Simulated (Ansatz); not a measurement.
**Ta2N, first-principles data**

Ta2N:
```
Ta2N
1.0
    3.09868     0.00000     0.00000
   -1.54934     2.68353     0.00000
    0.00000     0.00000     4.88888
N Ta
1 2
Direct
  0.00000   0.00000   0.00000
  0.33333   0.66667   0.25508
  0.66667   0.33333   0.74492
```

Space group P-3m1 (No. 164), anti-CdI2 type; conventional cell a = b = 3.099 Å, c = 4.889 Å, α = β = 90.00°, γ = 120.00°.

Method: plane-wave PAW PBE (Ansatz code). Structure relaxed to zero pressure with the same functional. Other levels are named where they apply.

### Cell and energy

- Volume per atom = 13.55 Å³
- Density = 15.35 g/cm³
- Formation energy from the elements (no fitted shifts) = -0.80 eV/atom

### Electronic structure

- Electronic character = metallic (no gap)
- Density of states at the Fermi level = 0.36 states/eV per atom (mean over ±0.08 eV)
- Gap with spin–orbit coupling = none (metallic)

### Mechanics

* **Bulk modulus (Birch–Murnaghan fit)**: 268 GPa
* **Pressure derivative B′**: 4.7
* **Elastic constants (relaxed ions, GPa)**: C11 = 434, C12 = 142, C13 = 219, C14 = -45.7, C33 = 420, C44 = 124
* **Mechanical stability**: stable (all eigenvalues of C positive)
* **Hill bulk and shear moduli**: 271 and 119 GPa
* **Young's modulus**: 311 GPa
* **Poisson's ratio**: 0.31
* **Debye temperature from the elastic constants**: 388 K

### Phonons

Highest zone-centre frequency: 547 cm⁻¹
Zone-centre stability: no imaginary mode at Γ

### Charges

* **Bader charges**: N -1.79, Ta +0.89 e

The PBE relaxation kept the symmetry of its start. No spin polarisation was allowed. The volume moved by 20 % from the start of the relaxation. With an odd number of electrons in the cell and no spin polarisation, the count alone makes it a metal. As this level gives no gap, shear constants depend on the k-mesh and smearing (Fermi–Dirac, 0.1 eV here). As this level gives no gap, phonon frequencies hold no LO–TO term and depend on the k-mesh and smearing (Fermi–Dirac, 0.1 eV here). The references are the lowest solids computed at this level, not always the standard phases (solids in place of the gases). Scalar-relativistic: spin–orbit coupling is off unless named, which matters more the heavier the elements.

Potentials: the later of the program's two PAW sets.
